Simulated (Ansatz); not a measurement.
MoPd (CsCl type, Pm-3m) under volume change, r²SCAN (plane waves, PAW; program Ansatz), scaled uniformly.

| V (Å³/atom) | E − E(relaxed) (meV/atom) | P (GPa) |
|---|---|---|
| 14.071 | 107.5 | 27.05 |
| 14.535 | 44.9 | 16.46 |
| 14.999 | 10.6 | 7.53 |
| 15.462 | 0.0 | 0.00 |
| 15.926 | 9.4 | -6.33 |
| 16.390 | 35.7 | -11.65 |
| 16.854 | 76.1 | -16.11 |

### Question
What does a third-order Birch–Murnaghan fit give for V₀, B₀ and B′?

### Answer
V₀ = 15.46 Å³/atom, B₀ = 229 GPa, B′ = 4.7.

The start of the workflow was typed in or built on a structure type; neither database checked (COD, Materials Project) lists it. Whether it is the stable phase at ambient conditions was not checked. The cell was relaxed with r²SCAN under the symmetry of its start. At this level the phase is mechanically unstable. The run is not spin-polarised. Its formation energy is positive at this level, so the cell may be metastable or incomplete.

Potentials: the later of the program's two PAW sets.
